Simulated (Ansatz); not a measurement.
The elements of this relaxed trial crystal are hidden behind letters.

```
lattice vectors (Å)
   3.4667    0.0000    0.0000
  -1.7334    3.0023    0.0000
   0.0000    0.0000    3.0582
fractional positions
X 0.0000 0.0000 0.0000
Z 0.7013 0.0000 0.5000
Z 0.6667 0.3333 0.0000
Z 0.2987 0.2987 0.5000
Z 0.0000 0.7013 0.5000
Z 0.3333 0.6667 0.0000
```

Computed with Ansatz, DFT PBE, scalar-relativistic, plane waves, PAW. Settings of the last relaxation (6-atom cell): 420 eV, 12×12×12 k points, Gaussian smearing of 0.10 eV, no spin polarisation.

| Property | Result |
| --- | --- |
| Space group | P-62m (No. 189) |
| Conventional cell | a = 3.467 Å, c = 3.058 Å |
| Volume per atom | 5.31 Å³ |
| Density | 2.76 g/cm³ |
| Energy over the elements | +0.13 eV/atom |
| Gap on the 12×12×12 mesh of the 6-atom cell | 0 eV (a metal) |

Energies are uncorrected and count from the elements' standard states at the same level.

**Question.** X is a d-block element of period 4 and Z is an s-block element of period 1. Which elements are they?

**Answer.** X = Ti, Z = H, so the formula is TiH5. Density times volume gives a mean mass of 2.76 × 5.31/1.6605 = 8.8 u per atom, and this set has 8.8 u. Among the elements that the hints allow, only these give it. Ti is surrounded by 6 H at 1.85 Å and 6 H at 2.00 Å; around H on a site of symmetry m2m lie 2 H at 1.79 Å, 2 Ti at 1.85 Å, 4 H at 1.96 Å and 4 H at 2.11 Å; around H on a site of symmetry -6 lie 9 H at 1.96–2.00 Å and 3 Ti at 2.00 Å.

The cell is a metal run without spin; a magnetic state may lie lower. Symmetry constrained the relaxation, so the result can be a saddle point.
